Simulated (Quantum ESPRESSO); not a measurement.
## Band energies of InGaAs2

```
CELL_PARAMETERS angstrom
      4.15054     0.00000     0.00000
      0.00000     4.15054     0.00000
      0.00000     0.00000     5.89710
ATOMIC_POSITIONS crystal
  Ga 0.50000 0.50000 0.00000
  As 0.50000 0.00000 0.76992
  As 0.00000 0.50000 0.23008
  In 0.00000 0.00000 0.50000
```

norm-conserving PBEsol (Quantum ESPRESSO, 84 Ry, with spin-orbit coupling); path ΓXMΓZRAZ,XR,MA; energies in eV from the valence-band maximum.

```
k (1/Å)  point  band 56  band 57  band 58  band 59  band 60  band 61  band 62  band 63
-------  -----  -------  -------  -------  -------  -------  -------  -------  -------
0.00         Γ    -0.01     0.09     0.09     1.45     1.45     1.75     1.75     3.52
0.54              -0.55     1.76     1.78     2.69     2.70     4.23     4.32     4.60
0.76         X    -0.89     1.98     1.98     3.03     3.03     4.76     4.76     4.87
1.08              -1.89     2.62     2.65     2.96     3.02     3.07     3.15     3.34
1.51         M    -2.36     1.33     1.33     1.38     1.38     1.54     1.54     1.91
1.62              -2.34     1.35     1.35     1.52     1.55     1.65     1.66     2.05
2.16              -1.11     2.32     2.32     2.67     2.67     3.45     3.49     3.68
2.58         Γ    -0.01     0.09     0.09     1.45     1.45     1.75     1.75     3.52
2.69              -0.03     0.57     0.57     1.42     1.42     1.88     1.88     3.53
3.12         Z    -1.26     1.81     1.81     1.90     1.90     2.72     2.72     3.24
3.23              -1.24     1.90     1.93     2.12     2.12     2.80     2.88     3.22
3.87         R    -0.75     0.52     0.52     1.01     1.01     4.19     4.19     4.54
4.41              -2.39     3.35     3.39     3.51     3.53     4.01     4.11     4.21
4.63         A    -3.09     4.12     4.12     4.31     4.31     4.33     4.33     4.37
4.90              -2.05     3.03     3.03     3.12     3.14     4.65     4.66     4.84
5.34              -0.97     2.55     2.63     2.77     2.81     3.55     3.56     4.04
5.70         Z    -1.26     1.81     1.81     1.90     1.90     2.72     2.72     3.24
5.70         X    -0.89     1.98     1.98     3.03     3.03     4.76     4.76     4.87
6.23         R    -0.75     0.52     0.52     1.01     1.01     4.19     4.19     4.54
6.23         M    -2.36     1.33     1.33     1.38     1.38     1.54     1.54     1.91
6.77         A    -3.09     4.12     4.12     4.31     4.31     4.33     4.33     4.37
```

The PBEsol gap is 0.09 eV and nearly direct: the edges lie at 14 % of the way from Γ to X and Γ, the smallest direct gap within 0.02 eV of it. Another valence extremum on the path lies within 0.02 eV, too close to call.

Geometry relaxed with PBEsol.

The structure is a Materials Project entry; no match was found in the copy of COD used, and its stability was not checked.
